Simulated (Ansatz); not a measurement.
Here is the system:

Se:
```xyz
1
Lattice="2.7674 0.0000 0.0000 0.0000 2.7674 0.0000 0.0000 0.0000 2.7674" Properties=species:S:1:pos:R:3 pbc="T T T"
Se     0.0000     0.0000     0.0000
```

This is the LDA-relaxed structure.

Question: All from LDA (plane waves, PAW; program Ansatz), unless another level is named. Predict the electronic character.

Answer: metallic (no gap).

Question: Give the density of states at the Fermi level.

Answer: 0.49 states/eV per atom (mean over ±0.08 eV).

Space group Pm-3m (simple cubic). The workflow started from a Materials Project entry (that database holds measured and hypothetical structures alike); the Crystallography Open Database copy checked does not list it. It is not the phase usual at ambient conditions (space group No. 152). The LDA relaxation kept the symmetry of its start; whether a distortion lowers the energy is not shown. Scalar-relativistic: spin–orbit coupling is off unless named, which matters more the heavier the elements.

Potentials: the earlier of the program's two PAW sets. The files were generated under PBE; for other functionals the program regenerates the frozen cores, and for LDA and PBEsol the local potential too.
